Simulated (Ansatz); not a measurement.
**Profile along the O–Ca line in CaO (rock salt)**

CaO (rock salt)

```cif
data_CaO
_chemical_formula_sum 'O1 Ca1'
_space_group_name_H-M_alt 'P 1'
_space_group_IT_number 1
_cell_length_a 3.41582
_cell_length_b 3.41582
_cell_length_c 3.41582
_cell_angle_alpha 60.000
_cell_angle_beta 60.000
_cell_angle_gamma 60.000
loop_
_space_group_symop_operation_xyz
  'x, y, z'
loop_
_atom_site_label
_atom_site_type_symbol
_atom_site_fract_x
_atom_site_fract_y
_atom_site_fract_z
_atom_site_occupancy
O1 O 0.00000 0.00000 0.00000 1
Ca1 Ca 0.50000 0.50000 0.50000 1
```

Fields along a shortest O–Ca line of a {110} plane (2.42 Å), from O to Ca, interpolated on the slice's grid (step about 0.2 Å). Method: PBE (plane waves to 420 eV, PAW, scalar-relativistic; Ansatz, a quantum-chemistry and plane-wave program). k mesh 12×12×12. Inside the PAW spheres the values are not all-electron values, and peaks at nuclei hang on which shells count as valence. CaO was relaxed with its symmetry unable to fall.

| distance from O (Å) | valence electron density (e/Å³) | electron localisation function |
|---|---|---|
| 0.00 | 7.61 | x |
| 0.12 | 7.33 | x |
| 0.24 | 6.42 | x |
| 0.36 | 4.94 | x |
| 0.48 | 3.24 | x |
| 0.60 | 1.90 | 0.83 |
| 0.73 | 1.09 | 0.82 |
| 0.85 | 0.65 | 0.71 |
| 0.97 | 0.41 | 0.49 |
| 1.09 | 0.29 | 0.25 |
| 1.21 | 0.25 | 0.09 |
| 1.33 | 0.30 | 0.09 |
| 1.45 | 0.47 | 0.30 |
| 1.57 | 0.88 | 0.64 |
| 1.69 | 1.62 | 0.83 |
| 1.81 | 2.72 | 0.86 |
| 1.94 | 4.05 | x |
| 2.06 | 5.33 | x |
| 2.18 | 6.26 | x |
| 2.30 | 6.78 | x |
| 2.42 | 6.92 | x |

x: too close to a nucleus for the ELF to mean much.

Density on the O–Ca line (2.42 Å) at its midpoint: 0.25 e/Å³. ELF at that point: 0.09. Character of the O–Ca contact (rough rule: ELF there above 0.7 covalent, below 0.2 ionic, polar between): closed-shell (ionic).
